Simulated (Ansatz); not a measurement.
Simulated powder pattern, Cu Kα, λ = 1.54184 Å (kinematic, ideal powder, no thermal factors, no anomalous dispersion; the 30 strongest lines at most, above 1 %, up to 2θ = 90°):

```
2θ (°)  d (Å)  I/Imax (%)
------  -----  ----------
23.53   3.780          32
33.52   2.673          27
41.37   2.183         100
48.14   1.890          48
54.26   1.691          15
59.94   1.543          11
70.45   1.337          30
75.44   1.260         7.5
80.31   1.195         5.2
85.12   1.140          36
89.89   1.091          11
```

The pattern belongs to a structure relaxed with DFT-PBE in the program Ansatz with PAW potentials.

**Question.** Which compound is it?
A) Cu2O, Pn-3m (Cu on 4c, O on 2a)
B) Cu3Au, Cu3Au type
C) CuI, P3_121 (Cu on 3a, I on 3b)
D) CuAu, L1₀ or tetragonal B2

**Answer.** B, Cu3Au, Cu3Au type

**Question.** Give the lattice parameters.

**Answer.** a = 3.780 Å.

Space group Pm-3m (Cu3Au type). The PBE relaxation kept the symmetry of its start. The run is not spin-polarised. Spin–orbit coupling is left out wherever it is not named.

Potentials: the earlier of the program's two PAW sets.
